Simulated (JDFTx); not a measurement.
| Quantity | Result |
|---|---|
| surface | AlRu(100), Al outermost, slab composition Al4Ru3 |
| bulk | AlRu, Pm-3m, lattice of mp-542569 (not re-optimised) |
| slab | 7 atoms in 7 planes, 1x1, 8.6 Å between the outermost planes |
| in-plane cell | 2.982 × 2.982 Å, 8.90 Å² |
| cell height | 24.9 Å |
| sampling | 8×8×1 k mesh, Fermi smearing 0.01 Ha, no spin polarisation |

Whether this polymorph is the ambient one wasn't checked.

Level of theory: PBE, GBRV ultrasoft potentials, plane waves to 20/100 Ha; code: a modified build of JDFTx. Liquid on both sides: CANDLE, water, 1 M NaCl; nuclei fixed, outer atoms relaxed in vacuum. Potentials are on the SHE scale by the convention U = −μ/e − 4.44 V; references calibrated for a solvation model differ from this value. This is a symmetric, unreconstructed model surface, and the continuum liquid cannot react with it.

Farther out the cavity gives way and the charge runs off; such runs are left out, and the outermost points shown may already feel it.

```csv
U (V vs SHE),μ (eV),excess electrons per cell,"σ (μC/cm², per face)",run
-1.59,-2.85,0.000,0.0,neutral
(withheld),(withheld),-0.044,4.0,fixed charge
-1.30,-3.14,-0.069,6.2,fixed potential
-1.10,-3.34,-0.121,10.9,fixed potential
-0.70,-3.74,(withheld),(withheld),fixed potential
```

Fill in the missing entries, row by row.


- row 2, U (V vs SHE): -1.40
- -1.40, μ (eV): -3.04
- -0.70, excess electrons per cell: -0.240
- -0.70, σ (μC/cm², per face): 21.6
